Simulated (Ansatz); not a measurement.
All numbers below come from DFT PBE, scalar-relativistic, plane waves, PAW in Ansatz 0.2.0. All cells share a 420 eV cutoff and Γ-centred k meshes spaced about 0.3 Å⁻¹ or finer (0.25 for metals, 2π included). No spin polarisation.

This relaxed Ta2F cell comes from a structure search over trial cells.

Space group P-1 (No. 2). a = 2.890 Å, b = 2.890 Å, c = 13.472 Å, α = 85.93°, β = 88.67°, γ = 66.63°
```csv
atom,site,symmetry,x,y,z
Ta,2i,1,0.2618,0.1641,0.2626
Ta,2i,1,0.7517,0.7190,0.0879
F,2i,1,0.6087,0.4721,0.3694
```

Problem. Is this structure dynamically stable?

Solution. As far as tested, yes. The phonons at Γ show no imaginary mode. (Phonon run: 12×12×4 k mesh, Gaussian smearing of 0.10 eV.) After random moves of the atoms it relaxes back. Other q points weren't tested. The optical modes at Γ run from 36 to 447 cm⁻¹. Around Ta on its first site lie 3 F at 2.20–2.27 Å, 6 Ta at 2.83–2.89 Å, 2 Ta at 3.17 Å and 2 Ta at 3.35–3.39 Å; around Ta on its second site lie 8 Ta at 2.83–2.89 Å, 2 Ta at 3.17 Å and 4 Ta at 3.35–3.39 Å; F is surrounded by 3 Ta at 2.20–2.27 Å.

Weakly bound directions are ill-defined at this level, which has no dispersion term. Spin–orbit coupling, which can matter for Ta, is left out. Phonons of metals hang on the k mesh and the smearing.
